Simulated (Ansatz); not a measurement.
Starting cell, Te (trigonal-Te type, space group P3_121):

```yaml
crystal:
  lattice:
    - [4.52111, 0.00000, 0.00000]
    - [-2.26056, 3.91540, 0.00000]
    - [0.00000, 0.00000, 5.95492]
  atoms:
    - { symbol: Te, position: [0.26812, 0.00000, 0.33333] }
    - { symbol: Te, position: [0.00000, 0.26812, 0.66667] }
    - { symbol: Te, position: [0.73188, 0.73188, 0.00000] }
```

In this cell atom 2 (Te, nearest neighbour Te at 2.889 Å; its periodic images, 4.5 Å or more away, move with it) is moved by u·(1.000, 0.000, 0.000) + v·(0.000, 1.000, 0.000); the rest is frozen.

Computed with PBE (plane waves to 420 eV, PAW, scalar-relativistic; Ansatz, a program for electronic structure). k mesh 7×7×5 (Γ-centred), Fermi-Dirac smearing 0.05 eV. As the smearing reaches across the gap at some points, energies and forces of such displacements shift with the k mesh and the smearing. Fu and Fv are the components of the force on the atom. Spin-orbit coupling is left out, though Te is heavy. Te was relaxed with its symmetry unable to fall. The PAW data are Ansatz's earlier set. The last digit holds for this mesh only.

Changes of Fv (eV/Å) from the point u = 0.000 Å, v = 0.000 Å when one coordinate moves alone (two changes are said to add if the coupling is within 5 % of the smaller one, nearly so within 20 %):

```tsv
point	change
u = 0.000 Å, v = -0.430 Å	1.938
u = 0.000 Å, v = -0.287 Å	1.151
u = 0.000 Å, v = -0.143 Å	0.496
u = -0.430 Å, v = 0.000 Å	0.100
u = -0.287 Å, v = 0.000 Å	0.022
u = -0.143 Å, v = 0.000 Å	-0.017
u = 0.143 Å, v = 0.000 Å	0.077
u = 0.287 Å, v = 0.000 Å	0.217
u = 0.430 Å, v = 0.000 Å	0.427
u = 0.000 Å, v = 0.143 Å	-0.317
u = 0.000 Å, v = 0.287 Å	-0.422
u = 0.000 Å, v = 0.430 Å	-0.329
```

Q: Do the two effects add at u = 0.287 Å, v = 0.143 Å? Give the computed change.

A: The sum of the single changes is 0.217 + (-0.317) = -0.100; the calculation gives -0.207, so the coupling contributes -0.107 (over 20 % of the smaller single change, not additive).

(For displaced atoms, the force is minus the slope of the energy, and its curvature is a force constant, which sets phonon frequencies.)
